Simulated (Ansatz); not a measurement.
YAl2:
```yaml
crystal:
  lattice:
    - [0.00000, 3.90416, 3.90416]
    - [3.90416, 0.00000, 3.90416]
    - [3.90416, 3.90416, 0.00000]
  atoms:
    - { symbol: Y, position: [0.25000, 0.25000, 0.25000] }
    - { symbol: Y, position: [0.00000, 0.00000, 0.00000] }
    - { symbol: Al, position: [0.62500, 0.12500, 0.62500] }
    - { symbol: Al, position: [0.62500, 0.62500, 0.62500] }
    - { symbol: Al, position: [0.12500, 0.62500, 0.62500] }
    - { symbol: Al, position: [0.62500, 0.62500, 0.12500] }
```

Relaxed with PBEsol. Special points in fractions of this cell's reciprocal vectors: Γ (0.000, 0.000, 0.000); X (0.500, 0.000, 0.500); U (0.625, 0.250, 0.625); K (0.375, 0.375, 0.750); L (0.500, 0.500, 0.500); W (0.500, 0.250, 0.750).

Task: List the band energies nearest the Fermi level at these points for plane-wave PAW PBEsol with spin–orbit coupling (Ansatz code).

Result: In eV from the Fermi level; about four levels below and three above (degenerate sets whole), none deeper than 8.9 eV; points with the same levels are listed once.

| k | below | above |
|---|---|---|
| Γ | -2.00 -2.00 -2.00 -2.00 | 0.67 0.67 2.54 2.54 |
| X | -3.27 -3.27 -3.27 -3.27 | 0.09 0.09 0.09 0.09 |
| U | -0.65 -0.65 -0.01 -0.01 | 0.86 0.86 0.95 0.95 |
| L | -0.12 -0.12 -0.07 -0.07 | 1.92 1.92 1.97 1.97 |
| W | -1.22 -1.22 -1.21 -1.21 | 0.41 0.41 0.43 0.43 |

Space group Fd-3m (cubic Laves (MgCu2 type)). The workflow started from a Materials Project entry (that database holds measured and hypothetical structures alike); the Crystallography Open Database copy checked does not list it. Its standing as an ambient phase is unchecked. Symmetry was held in the PBEsol relaxation; whether a distortion lowers the energy is not shown. No spin polarisation was allowed.

Potentials: the later of the program's two PAW sets.
